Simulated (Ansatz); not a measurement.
SnSe2 (P-3m1)

Level of theory: DFT PBE+D3(BJ), scalar-relativistic, plane waves, PAW (Ansatz 0.2.0).

Plane waves to 420 eV, a k mesh through Γ of 12×12×6 on the computed 3-atom cell and Gaussian smearing (0.02 eV); no spin polarisation.

The structure is relaxed at this level of theory with its symmetry kept.

```
Sn Se
1.0
     3.83882    0.00000    0.00000
    -1.91941    3.32451    0.00000
     0.00000    0.00000    6.01099
Sn Se
1 2
Direct
  0.00000 0.00000 0.00000
  0.33333 0.66667 0.26511
  0.66667 0.33333 0.73489
```

```
Space group                                                : P-3m1 (No. 164)
Volume per atom                                            : 25.57 Å³
Kohn–Sham band gap                                         : 0.35 eV
Löwdin character of the top 1 eV of the valence band       : Se 4p 94 %
Löwdin character of the lowest 1 eV of the conduction band : Se 4p 61 %, Sn 5s 31 %, unprojected 4 %
Bader charges (e)                                          : Sn (1 in the cell) 1.23, Se (2 in the cell) -0.61
```